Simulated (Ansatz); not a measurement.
SiRu₂:
```xyz
12
Lattice="5.2336 0.0000 0.0000 0.0000 3.9932 0.0000 0.0000 0.0000 7.3832" Properties=species:S:1:pos:R:3 pbc="T T T"
Si     1.5786     0.9983     6.6562
Si     3.6550     2.9949     0.7270
Si     1.0382     2.9949     2.9646
Si     4.1955     0.9983     4.4186
Ru     2.6981     2.9949     5.8078
Ru     2.5356     0.9983     1.5754
Ru     5.1524     0.9983     2.1162
Ru     0.0812     2.9949     5.2670
Ru     4.3563     0.9983     6.9058
Ru     0.8773     2.9949     0.4774
Ru     3.4942     2.9949     3.2142
Ru     1.7395     0.9983     4.1690
```

Relaxed with PBEsol. Special points in fractions of this cell's reciprocal vectors: Γ (0.000, 0.000, 0.000); X (0.500, 0.000, 0.000); S (0.500, 0.500, 0.000); Y (0.000, 0.500, 0.000); Z (0.000, 0.000, 0.500); U (0.500, 0.000, 0.500); R (0.500, 0.500, 0.500); T (0.000, 0.500, 0.500).

**Question.** List the band energies nearest the Fermi level at these points for the program Ansatz at the PBEsol level (PAW).

**Answer.** In eV from the Fermi level; about four levels below and three above (degenerate sets whole), none deeper than 8.9 eV; points with the same levels are listed once.

```tsv
k	below	above
Γ	-0.47 -0.32 -0.29 -0.16	0.25 0.43 0.75
X	-0.81 -0.81 -0.21 -0.21	0.13 0.13 0.78 0.78
S	-0.63 -0.63 -0.63 -0.63	0.17 0.17 0.17 0.17
Y	-0.52 -0.52 -0.52 -0.52	0.25 0.25 1.23 1.23
Z	-0.40 -0.40 -0.09 -0.09	0.74 0.74 0.95 0.95
U	-1.16 -1.16 -1.08 -1.08	0.06 0.06 0.14 0.14
R	-0.07 -0.07 -0.07 -0.07	1.60 1.60 1.60 1.60
T	-0.73 -0.73 -0.36 -0.36	0.51 0.51 1.04 1.04
```

Space group Pnma. The workflow started from a Materials Project entry (that database holds measured and hypothetical structures alike); the Crystallography Open Database copy checked does not list it. Whether it is the stable phase at ambient conditions was not checked. Symmetry was held in the PBEsol relaxation; its stability against distortions is not shown here. The run is not spin-polarised. Spin–orbit coupling is left out wherever it is not named.

Potentials: the later of the program's two PAW sets.
